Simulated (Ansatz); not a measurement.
P (black phosphorus, space group No. 64) at seven volumes, LDA in the plane-wave PAW code Ansatz, shape and atoms relaxed at each. One row is withheld.

| V (Å³/atom) | P (GPa) |
|---|---|
| 15.787 | 3.21 |
| 16.307 | 1.88 |
| 16.828 | 0.79 |
| 17.348 | 0.00 |
| 17.869 | -0.79 |
| 18.389 | -1.39 |
| 18.909 | ? |

Task: Fit the shown pressures and predict the withheld one.

Result: P = (3/2)B₀(x^(7/2) − x^(5/2))[1 + (3/4)(B′ − 4)(x − 1)] with x = (V₀/V)^(2/3). Least squares on the six rows gives V₀ = 17.311 Å³/atom, B₀ = 26.9 GPa, B′ = 5.48. At V = 18.909, x = 0.9428 and P = -1.86 GPa. The run itself gave -1.86 GPa.

Space group Cmce (black phosphorus). The LDA relaxation kept the symmetry of its start. A crystal of weakly bound layers computed without a dispersion correction: the cell and the soft elastic constants depend strongly on that.

Potentials: the later of the program's two PAW sets.
